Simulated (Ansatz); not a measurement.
Hf$_{2}$C in space group P4/nmm (No. 129; Hf on 2a, Hf on 2c, C on 2c) at seven volumes, r²SCAN in the plane-wave PAW code Ansatz, shape and atoms relaxed at each. One row is withheld.

| V (Å³/atom) | P (GPa) |
|---|---|
| 13.520 | 19.95 |
| 13.966 | ? |
| 14.412 | 5.68 |
| 14.858 | 0.00 |
| 15.303 | -4.88 |
| 15.749 | -9.05 |
| 16.195 | -12.61 |

Q: Fit the shown pressures and predict the withheld one.

A: Third-order Birch–Murnaghan: P = (3/2)B₀(x^(7/2) − x^(5/2))[1 + (3/4)(B′ − 4)(x − 1)] with x = (V₀/V)^(2/3). Least squares on the six rows gives V₀ = 14.858 Å³/atom, B₀ = 174.6 GPa, B′ = 4.07. At V = 13.966, x = 1.0421 and P = 12.26 GPa. The run itself gave 12.25 GPa.

A made-up cell: these elements were put on the sites of a structure type; neither database checked (COD, Materials Project) lists it. Its standing as an ambient phase is unchecked. Symmetry was held in the r²SCAN relaxation; whether a distortion lowers the energy is not shown. No spin polarisation was allowed. Scalar-relativistic: spin–orbit coupling is off unless named, which matters more the heavier the elements.

Potentials: the later of the program's two PAW sets.
